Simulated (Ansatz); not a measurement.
## Guessed and relaxed cells of MnAl5

The cell of MnAl5 is invented: random cell by space group and Wyckoff sites (P4/mmm, No. 123). Lengths were set from tabulated atomic sizes, so they are only a guess.

start:

Space group P4/mmm (No. 123). a = 4.818 Å, b = 4.818 Å, c = 2.731 Å, α = 90.00°, β = 90.00°, γ = 90.00°
```
atom  site  symmetry       x       y       z
  Mn    1d     4/mmm  0.5000  0.5000  0.5000
  Al    4n      m2m.  0.7528  0.5000  0.0000
  Al    1b     4/mmm  0.0000  0.0000  0.5000
```

Theory: DFT PBE, scalar-relativistic, plane waves, PAW in Ansatz. Cutoff 420 eV, Gaussian smearing, Γ-centred meshes. Cell and atoms relax first on a coarse mesh and then on a finer one. In between, the cell is made exact in the group found at 0.06 Å. In metals the finer mesh still leaves noise of several meV/atom or more. The steps can't lower the symmetry of their start. Collinear spin, starting moments Mn 4.0 μB.

end:

Space group P4/mmm (No. 123). a = 6.565 Å, b = 6.565 Å, c = 2.742 Å, α = 90.00°, β = 90.00°, γ = 90.00°
```csv
atom,site,symmetry,x,y,z
Mn,1d,4/mmm,0.5000,0.5000,0.5000
Al,4n,m2m.,0.8083,0.5000,0.0000
Al,1b,4/mmm,0.0000,0.0000,0.5000
```

The symmetry stays P4/mmm (No. 123). The volume per atom grows by 86.4 %, from 10.6 to 19.7 Å³. The shortest distance goes from 1.72 Å (Al–Al) to 2.44 Å (Mn–Al). The ratio c/a of the conventional cell changes by a factor of 0.74. The energy falls by about 6.3 eV/atom (the start's value is from the coarse mesh).

| Item | Value |
| --- | --- |
| Volume per atom | 19.70 Å³ |
| Density | 2.67 g/cm³ |
| Formation energy | +0.18 eV/atom |
| Gap on the 6×6×14 mesh of the 6-atom cell | 0 eV (a metal) |
| Net moment per atom | 0.21 μB |
| Moment by site | Mn -1.3 μB |

Formation energies are uncorrected and refer to the elements' standard structures at the same level. The separate elements lie lower, so it is unstable against them.

The last run used collinear spin and Gaussian smearing of 0.10 eV. Another magnetic order may lie lower. Symmetry constrained the relaxation, so the result can be a saddle point. In all, the 3 runs took 4.9 min on 1 thread of Intel(R) Xeon(R) Processor @ 2.70GHz, on a shared host. Another cell of MnAl5 relaxed alike but without spin, in P2/c, lies 273 meV/atom lower, so this cell isn't the stable form at this level. Site moments count only spheres around the atoms; the net moment includes the space between them.
